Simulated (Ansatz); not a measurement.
The guess for ZnCrC4N4 was made by a generator: two interpenetrating cyanide-bridged diamond nets (P-43m, No. 215). The dimensions are guesses.

```xyz
10
Lattice="5.9069 0.0000 0.0000 0.0000 5.9069 0.0000 0.0000 0.0000 5.9069" Properties=species:S:1:pos:R:3 pbc="T T T"
Zn    2.9534    2.9534    2.9534
Cr    0.0000    0.0000    0.0000
C     1.1189    1.1189    1.1189
C     1.1189    4.7880    4.7880
C     4.7880    1.1189    4.7880
C     4.7880    4.7880    1.1189
N     1.7944    1.7944    1.7944
N     1.7944    4.1125    4.1125
N     4.1125    1.7944    4.1125
N     4.1125    4.1125    1.7944
```

Theory: DFT PBE, scalar-relativistic, plane waves, PAW (Ansatz). Cutoff 420 eV, Gaussian smearing, Γ-centred meshes. Cell and atoms relax first on a coarse mesh and then on a finer one. In between, the cell is made exact in the group found at 0.06 Å. In metals the finer mesh still leaves noise of several meV/atom or more. The steps can't lower the symmetry of their start. Collinear spin, starting moments Cr 3.0 μB.

A guess keeps its type if space group and coordination stay and the shape of the cell changes little (axis ratios within about 15 %, angles within 6°); the volume may change.

Task: Does it keep its structure type, or change into something else?

Result: It keeps its type. The symmetry stays P-43m (No. 215). The volume per atom grows by 4.4 %, from 20.6 to 21.5 Å³. The shortest distance stays 1.17 Å (C–N). Counting neighbours within 15 % of an atom's shortest distance, the start has C 1, Cr 4, N 1, Zn 4 and the end C 1, Cr 4, N 1, Zn 4.

The last run used collinear spin, a 6×6×6 mesh for its 10-atom cell and Gaussian smearing of 0.10 eV. Another magnetic order may lie lower. Symmetry constrained the relaxation, so the result can be a saddle point.
